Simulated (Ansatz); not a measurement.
Zr₃N₄:
```cif
data_N16Zr12
_chemical_formula_sum 'Zr12 N16'
_space_group_name_H-M_alt 'I-43d'
_space_group_IT_number 220
_space_group_name_Hall 'I -4bd 2c 3'
_cell_length_a 6.70258
_cell_length_b 6.70258
_cell_length_c 6.70258
_cell_angle_alpha 90.000
_cell_angle_beta 90.000
_cell_angle_gamma 90.000
loop_
_atom_site_label
_atom_site_type_symbol
_atom_site_symmetry_multiplicity
_atom_site_Wyckoff_symbol
_atom_site_fract_x
_atom_site_fract_y
_atom_site_fract_z
_atom_site_occupancy
Zr1 Zr 12 a 0.00000 0.25000 0.37500 1
N1 N 16 c 0.07090 0.07090 0.07090 1
```
(The calculation used a cell of 14 atoms; values per cell refer to that cell.)

Relaxed with PBEsol.

**Question.** Which orbitals make up the states near the band edges in the program Ansatz at the PBEsol level (PAW)?

**Answer.** Top 1 eV of the valence band: N 2p 83 %, Zr 4d 13 %. Bottom 1 eV of the conduction band: Zr 4d 79 %, N 2p 16 %. Projections are on Löwdin-orthogonalised atomic valence shells; empty p or d shells of many metals are not among them.

**Question.** Tabulate the density of states.

**Answer.** States/eV per cell of 14 atoms, in 0.25 eV bins, energy from the valence-band maximum.

```
E (eV)  total  Zr 4d  N 2p  N 2s
------  -----  -----  ----  ----
-7.85    0.00   0.00  0.00  0.00
-7.60    0.00   0.00  0.00  0.00
-7.35    0.00   0.00  0.00  0.00
-7.10    0.00   0.00  0.00  0.00
-6.85    0.00   0.00  0.00  0.00
-6.60    0.00   0.00  0.00  0.00
-6.35    0.00   0.00  0.00  0.00
-6.10    1.78   0.59  0.97  0.02
-5.85    2.55   0.82  1.41  0.04
-5.60    4.74   1.47  2.69  0.10
-5.35    6.94   2.10  4.08  0.13
-5.10    9.60   2.97  5.78  0.13
-4.85    9.30   2.87  5.68  0.14
-4.60    7.28   2.37  4.43  0.12
-4.35   12.90   4.02  8.05  0.17
-4.10   12.41   3.72  7.94  0.13
-3.85   12.19   3.55  7.85  0.14
-3.60    8.16   2.41  5.30  0.09
-3.35    4.05   1.22  2.60  0.07
-3.10    2.40   0.78  1.49  0.04
-2.85    9.99   3.04  6.44  0.13
-2.60   13.89   3.99  9.14  0.19
-2.35   10.29   2.83  6.97  0.15
-2.10   12.70   3.45  8.70  0.19
-1.85   12.82   3.02  9.04  0.29
-1.60    8.67   1.86  6.32  0.17
-1.35    6.61   1.24  5.00  0.13
-1.10    5.29   0.96  4.06  0.08
-0.85    6.38   1.03  5.08  0.07
-0.60    6.35   0.86  5.24  0.05
-0.35    3.54   0.35  3.05  0.02
-0.10    1.17   0.07  1.06  0.00
0.15     0.00   0.00  0.00  0.00
0.40     0.00   0.00  0.00  0.00
0.65     0.00   0.00  0.00  0.00
0.90     0.15   0.13  0.02  0.00
1.15     0.46   0.38  0.06  0.00
1.40     1.05   0.85  0.17  0.01
1.65     2.64   2.06  0.45  0.06
1.90     4.87   3.65  0.92  0.17
2.15     9.07   6.51  1.93  0.38
2.40    11.21   7.87  2.61  0.42
2.65     4.27   2.85  1.14  0.15
2.90     3.01   2.04  0.76  0.11
3.15     5.87   4.39  1.11  0.20
3.40     8.32   6.32  1.54  0.21
3.65     7.51   5.68  1.40  0.20
3.90     5.44   4.26  0.84  0.18
4.15     8.34   6.45  1.05  0.54
4.40    12.91   9.90  1.63  0.91
4.65     9.70   7.22  1.37  0.71
4.90    12.29   9.58  1.53  0.78
5.15    17.67  13.78  2.32  0.92
5.40    12.71   9.81  1.78  0.65
5.65    12.42   9.38  2.05  0.53
```

The PBEsol relaxation kept the symmetry of its start. No spin polarisation was allowed. Scalar-relativistic: spin–orbit coupling is off unless named, which matters more the heavier the elements.

Potentials: the later of the program's two PAW sets.
